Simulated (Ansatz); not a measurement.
ZnCu$_{2}$SnSe$_{4}$:
```cif
data_Cu4Se8Sn2Zn2
_chemical_formula_sum 'Sn2 Se8 Cu4 Zn2'
_space_group_name_H-M_alt 'I-42m'
_space_group_IT_number 121
_space_group_name_Hall 'I -4 2'
_cell_length_a 5.59850
_cell_length_b 5.59850
_cell_length_c 11.18439
_cell_angle_alpha 90.000
_cell_angle_beta 90.000
_cell_angle_gamma 90.000
loop_
_atom_site_label
_atom_site_type_symbol
_atom_site_symmetry_multiplicity
_atom_site_Wyckoff_symbol
_atom_site_fract_x
_atom_site_fract_y
_atom_site_fract_z
_atom_site_occupancy
Sn1 Sn 2 b 0.00000 0.00000 0.50000 1
Se1 Se 8 i 0.26134 0.26134 0.36347 1
Cu1 Cu 4 d 0.00000 0.50000 0.25000 1
Zn1 Zn 2 a 0.00000 0.00000 0.00000 1
```
(The calculation used a cell of 8 atoms; values per cell refer to that cell.)

Relaxed at zero pressure with LDA (plane waves, PAW; program Ansatz).

**Question.** The volume is raised by 9 % and shape and atoms relax at that volume. What pressure results, and how do the axes share the change?

**Answer.** -5.1 GPa; a 2.9 %, b 2.9 %, c 2.9 %; the energy rises by 34 meV/atom.

**Question.** Give the new structure.

**Answer.** 
Space group I-42m (No. 121); a = b = 5.763 Å, c = 11.505 Å, α = β = γ = 90.00°

```csv
atom,site,symmetry,x,y,z
Sn,2b,-42m,0.0000,0.0000,0.5000
Se,8i,..m,0.2597,0.2597,0.3638
Cu,4d,-4..,0.0000,0.5000,0.2500
Zn,2a,-42m,0.0000,0.0000,0.0000
```

The phase is kept; no other phase was compared at this pressure.

The workflow started from an entry of the Crystallography Open Database (COD). It is not the phase usual at ambient conditions (space group No. 82). Symmetry was held in the LDA relaxation; its stability against distortions is not shown here. No spin polarisation was allowed. Spin–orbit coupling is left out wherever it is not named.

Potentials: the later of the program's two PAW sets.
